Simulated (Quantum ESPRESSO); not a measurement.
**Band energies of PbSe**

```xyz
2
Lattice="0.0000 3.0908 3.0908 3.0908 0.0000 3.0908 3.0908 3.0908 0.0000" Properties=species:S:1:pos:R:3 pbc="T T T"
Se     3.0908     3.0908     3.0908
Pb     0.0000     0.0000     0.0000
```

LDA (pw.x of Quantum ESPRESSO, ONCV potentials, scalar-relativistic); path ΓXWKΓLUWLK,UX; energies in eV from the valence-band maximum.

| k (1/Å) | point | band 11 | band 12 | band 13 | band 14 | band 15 | band 16 | band 17 | band 18 |
|---|---|---|---|---|---|---|---|---|---|
| 0.00 | Γ | -13.35 | -6.45 | -1.67 | -1.67 | -1.67 | 4.58 | 4.58 | 4.58 |
| 0.23 |  | -13.23 | -6.77 | -1.85 | -1.85 | -1.07 | 2.87 | 4.47 | 4.47 |
| 0.56 |  | -12.66 | -7.48 | -2.50 | -2.50 | -2.00 | 2.79 | 4.48 | 4.76 |
| 0.79 |  | -12.21 | -7.54 | -3.86 | -2.86 | -2.86 | 3.98 | 4.80 | 5.21 |
| 1.02 | X | -12.02 | -7.42 | -4.71 | -3.00 | -3.00 | 3.81 | 5.44 | 5.44 |
| 1.14 |  | -12.01 | -7.51 | -4.66 | -3.09 | -2.74 | 3.92 | 4.90 | 5.57 |
| 1.40 |  | -11.99 | -7.91 | -4.28 | -3.64 | -1.20 | 2.50 | 4.54 | 5.27 |
| 1.52 | W | -11.99 | -7.98 | -3.98 | -3.98 | -0.67 | 1.84 | 4.91 | 4.91 |
| 1.76 |  | -12.01 | -7.99 | -4.28 | -3.09 | -1.62 | 2.83 | 4.25 | 5.28 |
| 1.88 | K | -12.02 | -7.99 | -4.32 | -2.51 | -2.25 | 3.35 | 3.94 | 5.33 |
| 1.99 |  | -12.07 | -8.18 | -4.06 | -2.20 | -1.83 | 2.71 | 3.29 | 5.04 |
| 2.32 |  | -12.53 | -8.05 | -3.03 | -1.26 | -0.44 | 1.13 | 2.06 | 4.30 |
| 2.64 |  | -13.11 | -7.10 | -2.05 | -1.40 | -1.03 | 2.59 | 3.13 | 4.27 |
| 2.85 |  | -13.32 | -6.54 | -1.72 | -1.64 | -1.59 | 4.21 | 4.34 | 4.53 |
| 2.96 | Γ | -13.35 | -6.45 | -1.67 | -1.67 | -1.67 | 4.58 | 4.58 | 4.58 |
| 3.16 |  | -13.26 | -6.73 | -1.64 | -1.64 | -1.49 | 3.73 | 4.07 | 4.07 |
| 3.35 |  | -13.01 | -7.38 | -1.55 | -1.55 | -1.08 | 2.42 | 3.12 | 3.12 |
| 3.65 |  | -12.51 | -8.41 | -1.34 | -1.34 | -0.41 | 0.87 | 1.98 | 1.98 |
| 3.84 | L | -12.35 | -8.69 | -1.28 | -1.28 | 0.00 | 0.28 | 1.72 | 1.72 |
| 4.15 |  | -12.21 | -8.46 | -2.97 | -1.83 | -1.28 | 1.79 | 2.59 | 3.83 |
| 4.36 |  | -12.06 | -8.14 | -4.06 | -2.32 | -2.00 | 2.94 | 3.53 | 5.05 |
| 4.46 | U | -12.02 | -7.99 | -4.32 | -2.51 | -2.25 | 3.35 | 3.94 | 5.33 |
| 4.70 |  | -12.00 | -7.98 | -4.16 | -3.64 | -0.96 | 2.15 | 4.61 | 5.13 |
| 4.82 | W | -11.99 | -7.98 | -3.98 | -3.98 | -0.67 | 1.84 | 4.91 | 4.91 |
| 5.00 |  | -12.04 | -8.12 | -3.73 | -3.61 | -0.69 | 1.70 | 4.54 | 4.76 |
| 5.18 |  | -12.17 | -8.39 | -3.03 | -2.68 | -0.72 | 1.38 | 3.39 | 4.03 |
| 5.45 |  | -12.33 | -8.67 | -1.53 | -1.35 | -0.23 | 0.51 | 1.81 | 2.04 |
| 5.54 | L | -12.35 | -8.69 | -1.28 | -1.28 | 0.00 | 0.28 | 1.72 | 1.72 |
| 5.63 |  | -12.33 | -8.67 | -1.53 | -1.34 | -0.23 | 0.51 | 1.81 | 2.04 |
| 5.90 |  | -12.18 | -8.39 | -3.25 | -1.94 | -1.46 | 2.06 | 2.80 | 4.16 |
| 6.08 |  | -12.05 | -8.12 | -4.12 | -2.35 | -2.04 | 3.01 | 3.59 | 5.10 |
| 6.17 | K | -12.02 | -7.99 | -4.32 | -2.51 | -2.25 | 3.35 | 3.94 | 5.33 |
| 6.17 | U | -12.02 | -7.99 | -4.32 | -2.51 | -2.25 | 3.35 | 3.94 | 5.33 |
| 6.26 |  | -12.01 | -7.80 | -4.49 | -2.72 | -2.55 | 3.77 | 4.48 | 5.33 |
| 6.52 | X | -12.02 | -7.42 | -4.71 | -3.00 | -3.00 | 3.81 | 5.44 | 5.44 |

The LDA gap is direct, 0.28 eV at L.

Spin-orbit coupling is left out; with 6p states at a band edge it can lower the gap by many tenths of an eV, most of a small gap. So small a LDA gap in heavy elements may be inverted, where one-shot corrections to single bands mislead.

Geometry of the Materials Project entry, not relaxed at this level.
